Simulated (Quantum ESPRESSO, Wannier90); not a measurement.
Wannierisation of BeSe (zinc blende)

```yaml
crystal:
  lattice:
    - [0.00000, 2.58397, 2.58397]
    - [2.58397, 0.00000, 2.58397]
    - [2.58397, 2.58397, 0.00000]
  atoms:
    - { symbol: Be, position: [0.00000, 0.00000, 0.00000] }
    - { symbol: Se, position: [0.75000, 0.75000, 0.75000] }
```

Structure: Materials Project mp-1541, symmetrised, not relaxed again. COD (Crystallography Open Database) has an entry of this formula and space group (matched by these alone). Method: LDA plane waves in Quantum ESPRESSO 7.5 (PseudoDojo norm-conserving files, 71 Ry, no spin polarisation, no spin-orbit coupling), Bloch states on a 8×8×8 mesh through Γ, Wannier90 4.0.1. Density: 10×10×10 mesh, cold smearing 0.01 Ry. Spin-orbit coupling, left out, would split the p-like bands by a few tenths of an eV.

Functional, cutoff and mesh named above are those of the base row (8×8×8); the first column says what each row takes instead. Model: 4 functions from bands 7-10, start SCDM (isolated) (the valence bands). Energies are relative to the valence-band maximum; the misfit is to pw.x on a path, for all bands of the set. Only the mesh of Bloch states changes. Ω_total can sit in another minimum from row to row; Ω_I of an isolated set cannot.

| mesh | Ω_I (Å²) | Ω_total (Å²) | rms misfit (meV) | k-points (cost) | rough cost of nscf and overlaps (first row = 1) |
|---|---|---|---|---|---|
| 3×3×3 | 4.04 | 4.68 | 195 | 27 | 1.0 |
| 4×4×4 | 4.58 | 5.24 | 49 | 64 | 1.7 |
| 5×5×5 | 4.91 | 5.57 | 39 | 125 | 2.8 |
| 7×7×7 | (withheld) | 5.90 | 9.5 | 343 | 7 |
| 8×8×8 | 5.35 | 5.99 | 3.9 | 512 | 10 |
| 10×10×10 | 5.47 | 6.09 | 1.3 | 1000 | 18 |

### Question
Complete the blanks.

### Answer

- 7×7×7, Ω_I (Å²): 5.26
